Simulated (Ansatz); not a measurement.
Here is the system:

SrRh2:
Space group Fd-3m, origin choice 1 (No. 227); a = b = c = 7.623 Å, α = β = γ = 90.00°

```tsv
atom	site	symmetry	x	y	z
Rh	16d	.-3m	0.6250	0.6250	0.6250
Sr	8a	-43m	0.0000	0.0000	0.0000
```
(The calculation used a cell of 6 atoms; values per cell refer to that cell.)

This is the PBEsol-relaxed structure.

All from PBEsol in the plane-wave PAW code Ansatz, unless another level is named. Estimate the Hill bulk and shear moduli.

125 and 44.9 GPa.

Predict the elastic constants (relaxed ions, GPa).

C11 = 175, C12 = 99.5, C44 = 50.7.

The workflow started from an entry of the Crystallography Open Database (COD). Whether it is the stable phase at ambient conditions was not checked. Symmetry was held in the PBEsol relaxation; its stability against distortions is not shown here. No spin polarisation was allowed. As this level gives no gap, shear constants depend on the k-mesh and smearing (Fermi–Dirac, 0.1 eV here).

Potentials: the later of the program's two PAW sets.
